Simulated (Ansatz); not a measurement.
LaTiHO$_{2}$:
```cif
data_HLaO2Ti
_chemical_formula_sum 'La1 Ti1 O2 H1'
_space_group_name_H-M_alt 'P4/mmm'
_space_group_IT_number 123
_space_group_name_Hall '-P 4 2'
_cell_length_a 4.00468
_cell_length_b 4.00468
_cell_length_c 3.66524
_cell_angle_alpha 90.000
_cell_angle_beta 90.000
_cell_angle_gamma 90.000
loop_
_atom_site_label
_atom_site_type_symbol
_atom_site_symmetry_multiplicity
_atom_site_Wyckoff_symbol
_atom_site_fract_x
_atom_site_fract_y
_atom_site_fract_z
_atom_site_occupancy
La1 La 1 d 0.50000 0.50000 0.50000 1
Ti1 Ti 1 a 0.00000 0.00000 0.00000 1
O1 O 2 f 0.00000 0.50000 0.00000 1
H1 H 1 b 0.00000 0.00000 0.50000 1
```

Relaxed with r²SCAN.

Q: Which orbitals make up the states near the Fermi level in r²SCAN (plane waves, PAW; program Ansatz)?

A: Within 0.5 eV of the Fermi level: Ti 3d 54 %, La 5d 24 %, La 4f 13 %, O 2p 5 %. Projections are on Löwdin-orthogonalised atomic valence shells; empty p or d shells of many metals are not among them.

Q: Tabulate the density of states.

A: States/eV per cell of 5 atoms, in 0.25 eV bins, energy from the Fermi level.

| E (eV) | total | La 4f | O 2p | Ti 3d |
|---|---|---|---|---|
| -7.85 | 2.83 | 0.02 | 1.72 | 0.28 |
| -7.60 | 3.99 | 0.03 | 2.07 | 0.45 |
| -7.35 | 4.62 | 0.02 | 3.06 | 0.54 |
| -7.10 | 4.54 | 0.03 | 3.10 | 0.58 |
| -6.85 | 4.01 | 0.03 | 2.63 | 0.51 |
| -6.60 | 4.76 | 0.04 | 3.17 | 0.57 |
| -6.35 | 7.71 | 0.06 | 5.34 | 0.70 |
| -6.10 | 4.07 | 0.06 | 3.04 | 0.36 |
| -5.85 | 3.53 | 0.06 | 2.69 | 0.26 |
| -5.60 | 3.80 | 0.07 | 2.94 | 0.23 |
| -5.35 | 3.62 | 0.08 | 2.94 | 0.17 |
| -5.10 | 3.40 | 0.09 | 2.76 | 0.13 |
| -4.85 | 1.47 | 0.04 | 1.06 | 0.06 |
| -4.60 | 0.51 | 0.02 | 0.20 | 0.04 |
| -4.35 | 0.40 | 0.02 | 0.15 | 0.03 |
| -4.10 | 0.21 | 0.01 | 0.08 | 0.01 |
| -3.85 | 0.10 | 0.00 | 0.04 | 0.00 |
| -3.60 | 0.01 | 0.00 | 0.01 | 0.00 |
| -3.35 | 0.00 | 0.00 | 0.00 | 0.00 |
| -3.10 | 0.00 | 0.00 | 0.00 | 0.00 |
| -2.85 | 0.00 | 0.00 | 0.00 | 0.00 |
| -2.60 | 0.00 | 0.00 | 0.00 | 0.00 |
| -2.35 | 0.00 | 0.00 | 0.00 | 0.00 |
| -2.10 | 0.00 | 0.00 | 0.00 | 0.00 |
| -1.85 | 0.02 | 0.00 | 0.00 | 0.01 |
| -1.60 | 0.21 | 0.00 | 0.00 | 0.13 |
| -1.35 | 0.37 | 0.01 | 0.01 | 0.23 |
| -1.10 | 0.58 | 0.02 | 0.02 | 0.38 |
| -0.85 | 1.03 | 0.06 | 0.05 | 0.67 |
| -0.60 | 1.47 | 0.09 | 0.07 | 0.98 |
| -0.35 | 1.74 | 0.14 | 0.08 | 1.16 |
| -0.10 | 2.94 | 0.29 | 0.12 | 1.71 |
| 0.15 | 3.20 | 0.44 | 0.17 | 1.54 |
| 0.40 | 3.10 | 0.59 | 0.20 | 1.51 |
| 0.65 | 3.58 | 0.91 | 0.23 | 1.70 |
| 0.90 | 5.31 | 1.85 | 0.28 | 2.31 |
| 1.15 | 7.77 | 4.77 | 0.24 | 1.83 |
| 1.40 | 12.57 | 9.95 | 0.24 | 1.43 |
| 1.65 | 21.83 | 19.64 | 0.28 | 1.05 |

The start of the workflow was typed in or built on a structure type; neither database checked (COD, Materials Project) lists it. Whether it is the stable phase at ambient conditions was not checked. The r²SCAN relaxation kept the symmetry of its start; whether a distortion lowers the energy is not shown. The workflow began spin-polarised and lost its moments. The compound may be a true metal, but semilocal functionals without U, or a wrong spin order, can also close a gap. Spin–orbit coupling is left out wherever it is not named.

Potentials: the earlier of the program's two PAW sets. The files were generated under PBE; for other functionals the program regenerates the frozen cores, and for LDA and PBEsol the local potential too.
